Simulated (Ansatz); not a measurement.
ScB₂:
```cif
data_B2Sc
_chemical_formula_sum 'Sc1 B2'
_space_group_name_H-M_alt 'P6/mmm'
_space_group_IT_number 191
_space_group_name_Hall '-P 6 2'
_cell_length_a 3.12594
_cell_length_b 3.12594
_cell_length_c 3.48407
_cell_angle_alpha 90.000
_cell_angle_beta 90.000
_cell_angle_gamma 120.000
loop_
_atom_site_label
_atom_site_type_symbol
_atom_site_symmetry_multiplicity
_atom_site_Wyckoff_symbol
_atom_site_fract_x
_atom_site_fract_y
_atom_site_fract_z
_atom_site_occupancy
Sc1 Sc 1 a 0.00000 0.00000 0.00000 1
B1 B 2 d 0.33333 0.66667 0.50000 1
```

This is the PBEsol-relaxed structure.

### Question
All from DFT-PBEsol in the program Ansatz with PAW potentials, unless another level is named. Estimate the electronic character.

### Answer
metallic (no gap).

### Question
And the formation energy from the elements (no fitted shifts)?

### Answer
-0.89 eV/atom.

### Question
Give the density of states at the Fermi level.

### Answer
0.32 states/eV per atom (mean over ±0.08 eV).

The first step of the workflow began from a Materials Project structure, measured or hypothetical; the Crystallography Open Database files this formula in space group No. 191, but the cells were not matched. Its standing as an ambient phase is unchecked. The cell was relaxed with PBEsol under the symmetry of its start; phonons on a q-mesh show no instability. The run is not spin-polarised. The references are the lowest solids computed at this level, not always the standard phases.

Potentials: the later of the program's two PAW sets.
